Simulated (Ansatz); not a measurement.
Si₃N₄:
```xyz
14
Lattice="0.0000 3.8651 3.8651 3.8651 0.0000 3.8651 3.8651 3.8651 0.0000" Properties=species:S:1:pos:R:3 pbc="T T T"
Si     4.8313     4.8313     4.8313
Si     4.8313     2.8988     2.8988
Si     2.8988     4.8313     2.8988
Si     2.8988     2.8988     4.8313
Si     1.9325     1.9325     1.9325
Si     0.0000     0.0000     0.0000
N      6.7064     6.7064     6.7064
N      6.7064     4.8888     4.8888
N      4.8888     6.7064     4.8888
N      4.8888     4.8888     6.7064
N      2.9562     2.9562     2.9562
N      2.9562     4.7739     4.7739
N      4.7739     2.9562     4.7739
N      4.7739     4.7739     2.9562
```

Relaxed with r²SCAN. Special points in fractions of this cell's reciprocal vectors: Γ (0.000, 0.000, 0.000); X (0.500, 0.000, 0.500); U (0.625, 0.250, 0.625); K (0.375, 0.375, 0.750); L (0.500, 0.500, 0.500); W (0.500, 0.250, 0.750).

**Question.** List the band energies nearest the valence-band maximum at these points for plane-wave PAW r²SCAN (Ansatz code).

**Answer.** In eV from the valence-band maximum; about four levels below and three above (degenerate sets whole), none deeper than 8.9 eV; points with the same levels are listed once.

```
k                                below                above
-  -----------------------------------  -------------------
Γ  -0.20 -0.20 -0.20 -0.03 -0.03 -0.03       4.03 4.03 4.03
X              -1.16 -1.16 -0.49 -0.49  7.42 7.42 7.73 7.73
U              -1.51 -1.27 -1.04 -0.25       6.95 7.44 7.69
L              -0.49 -0.49 -0.38 -0.38       5.67 6.48 6.48
W              -1.09 -1.09 -0.80 -0.80  7.40 7.40 7.98 7.98
```

Space group Fd-3m. The r²SCAN relaxation kept the symmetry of its start; phonons on a q-mesh show no instability.

Potentials: the later of the program's two PAW sets.
